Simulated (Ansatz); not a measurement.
**Notes on Ta₃Au**

```
CELL_PARAMETERS angstrom
5.26691 0.00000 0.00000
0.00000 5.26691 0.00000
0.00000 0.00000 5.26691
ATOMIC_POSITIONS crystal
Ta 0.25000 0.00000 0.50000
Ta 0.50000 0.75000 0.00000
Ta 0.75000 0.00000 0.50000
Ta 0.50000 0.25000 0.00000
Ta 0.00000 0.50000 0.75000
Ta 0.00000 0.50000 0.25000
Au 0.00000 0.00000 0.00000
Au 0.50000 0.50000 0.50000
```

Level: r2SCAN, no spin polarisation; 500 eV; 7×7×7 Γ-centred mesh; fermi-dirac occupations (width 0.1 eV); Ansatz 0.2.0, fixed geometry.

Q: Are the atoms at rest?

A: The forces vanish by the symmetry of the sites.

Q: What do density and ELF say about some of the short contacts?

A: Ta–Ta at 2.63 Å: least valence density 0.47 e/Å³ and ELF 0.38 there. Ta–Au at 2.94 Å: least valence density 0.27 e/Å³ and ELF 0.26 there. Both are smooth PAW fields, read partly inside the augmentation spheres.

Q: What happens at the Fermi level?

A: It is a metal, with about 9.9 states/eV a cell as the mean within 0.25 eV of the Fermi level, mostly Ta d (84 %).

Q: How is the charge shared?

A: Bader charges in e: Ta +0.59, Au -1.78. In the mean Ta gives up most and Au takes most.

Origin: a database entry at a rescaled volume. Caveats: many states at the Fermi level without spin polarisation, so a magnetic state may lie lower.

Run time, from a saved density: 2.2 min on 1 thread of Arm Neoverse V2, with other jobs on the host, peak memory 0.9 GiB. The time holds forces, stress, Bader, DOS, bands, ELF.
